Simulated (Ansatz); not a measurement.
Input:

Starting cell, Mg (hcp, Mg type):

```
CELL_PARAMETERS angstrom
      6.37233     0.00000     0.00000
     -1.59308     2.75930     0.00000
      0.00000     0.00000     5.22349
ATOMIC_POSITIONS crystal
  Mg 0.16667 0.66667 0.75000
  Mg 0.66667 0.66667 0.75000
  Mg 0.33333 0.33333 0.25000
  Mg 0.83333 0.33333 0.25000
```

Scan: atom 2 (Mg, nearest neighbour Mg at 3.186 Å; its periodic images, 3.2 Å or more away, move with it) is displaced along Cartesian [111], direction (0.577, 0.577, 0.577) in Cartesian axes, by s. The other atoms stay.

Level of theory: PBE (plane waves to 420 eV, PAW, scalar-relativistic; Ansatz, an electronic-structure program). k mesh 7×14×7 (Γ-centred), Fermi-Dirac smearing 0.05 eV. E stands for the smeared free energy. With partly filled bands, energies and forces of such displacements shift with the k mesh and the smearing. Mg was relaxed with its symmetry unable to fall. The PAW data are Ansatz's earlier set. The zero of ΔE is the undisplaced structure.

The scan covers s from -0.320 to 0.320 Å in 11 points.

Task: Is this a single well or a double well?

Result: A single well with its minimum at or next to zero displacement.

Task: Is the energy the same for displacements of ±0.320 Å, and if not, which side lies higher?

Result: Not even: the negative side lies higher at ±0.320 Å. With its periodic images moving along, the atom's site symmetry in this cell is mm2.

Task: What is the force constant k = d²E/ds² of this move at s = 0?

Result: 2.60 eV/Å².

(A displaced cell: forces are minus the slopes of the energy, force constants its curvatures, and phonons follow from these.)
